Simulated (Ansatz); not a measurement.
CdTe (wurtzite, P6_3mc), DFT-LDA in the program Ansatz with PAW potentials. The conduction-band minimum lies at Γ, with 1 equivalent valley. Second derivatives d²E/dk² of the lowest band at one valley (eV·Å²), along Cartesian directions:

```tsv
direction	d²E/dk²
[100]	135.7
[010]	135.7
[001]	144.9
[110]	135.7
[101]	140.4
[011]	140.4
```

Q: Find the principal effective masses, the density-of-states mass and the conductivity mass.

A: Off-diagonal terms follow from H_xy = H[110] − (H_xx + H_yy)/2, and m*/mₑ = 7.620 eV·Å² over each eigenvalue: 0.053, 0.056, 0.056. One valley's DOS mass (m₁m₂m₃)^(1/3) = 0.055, conductivity mass 3/(Σ 1/mᵢ) = 0.055 mₑ.

Q: What effective density of states Nc follows at 300 K for parabolic valleys?

A: Nc = 2.509e19 × 1 × (0.055)^(3/2) ≈ 3.2e17 cm⁻³.

The first step of the workflow began from a Materials Project structure, measured or hypothetical; the Crystallography Open Database copy checked does not list it. It is not the phase usual at ambient conditions (space group No. 216). Symmetry was held in the LDA relaxation; whether a distortion lowers the energy is not shown. Scalar-relativistic: spin–orbit coupling is off unless named, which matters more the heavier the elements.

Potentials: the later of the program's two PAW sets.

Edges and masses are those of Kohn–Sham bands, whose gap is no quasiparticle gap.
